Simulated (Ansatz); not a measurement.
Starting structure of a cell relaxation (symmetry kept):

```cif
data_structure
_symmetry_space_group_name_H-M 'Pnnm'
_symmetry_Int_Tables_number 58
_cell_length_a 4.2801
_cell_length_b 4.3959
_cell_length_c 2.8666
_cell_angle_alpha 90.000
_cell_angle_beta 90.000
_cell_angle_gamma 90.000
_cell_volume 53.94
loop_
_atom_site_label
_atom_site_type_symbol
_atom_site_symmetry_multiplicity
_atom_site_Wyckoff_symbol
_atom_site_fract_x
_atom_site_fract_y
_atom_site_fract_z
_atom_site_occupancy
Co1 Co 4 g 0.73856 0.65592 0.00000 1
C1 C 2 a 0.00000 0.00000 0.00000 1
```

Method: Ansatz 0.2.0, DFT r2SCAN, scalar-relativistic, plane waves, PAW.

Settings: cutoff 500 eV, Γ-centred mesh 8×8×12 on the computed 6-atom cell, Gaussian smearing of 0.10 eV; collinear spin from starting moments 0.63 0.63 0.63 0.63 0 0 μB.

What does it relax to?

The volume goes down by 0.03 Å³/atom to 8.96 Å³/atom, and the energy falls by 0.2 meV/atom. The cell ends with a moment of 1.90 μB (only this magnetic start was tried). Final structure:
```xyz
6
Lattice="4.2932 0.0000 0.0000 0.0000 4.3787 0.0000 0.0000 0.0000 2.8596" Properties=species:S:1:pos:R:3 pbc="T T T"
Co    3.1759    2.8647    0.0000
Co    1.0293    3.7034    1.4298
Co    1.1173    1.5140    0.0000
Co    3.2639    0.6753    1.4298
C     0.0000    0.0000    0.0000
C     2.1466    2.1893    1.4298
```

The state reached may not be the lowest one. The program reads another magnetic order as possibly lower.

Cost: 1 run of about 24 core-minutes, on Arm Neoverse V1 (shared hosts).